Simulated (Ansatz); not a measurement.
LuSe

```
Lu Se
1.0
     0.00000    2.78800    2.78800
     2.78800    0.00000    2.78800
     2.78800    2.78800    0.00000
Lu Se
1 1
Direct
  0.00000 0.00000 0.00000
  0.50000 0.50000 0.50000
```

Atom numbers follow the list: Lu1, Se2.

The cell is COD entry 1538176, as deposited and not checked against the literature; nothing was relaxed.

No spin–orbit coupling, which matters for the heavy atoms here.

Methods: DFT, PBEsol, all-electron LAPW, scalar-relativistic (Ansatz 0.2.0); DFT, PBEsol, PAW with Ansatz's default frozen-core files, scalar-relativistic (Ansatz 0.2.0).

For LAPW: a Γ-centred 9×9×9 k mesh, Fermi–Dirac smearing of 0.02 eV, basis error target 1 meV/atom, no spin polarisation. PAW takes a cutoff of 420 eV at this cell (files made with PBE, cores remade for this functional). The Ansatz runs share mesh, smearing and spin set-up. Values come from LAPW unless marked.

| Item | Value |
| --- | --- |
| Pressure at this cell | -1.17 GPa |
| Band gap | none: with an odd electron count and no spin polarisation the bands can't all be full, a metal in this set-up (spin order or a larger cell could open a gap) |
| Density of states at the Fermi level (0.2 eV bin) | 0.98 states/eV per cell |
| Löwdin charges (with 0.07 e of the cell spilling out of the atomic basis, so their sizes and signs hang on that basis) | Lu1 0.13, Se2 -0.06 e |
| Bader charges (from the PAW run) | Lu1 +1.53, Se2 -1.53 e |
| Volume per atom | 146.2 bohr³ |
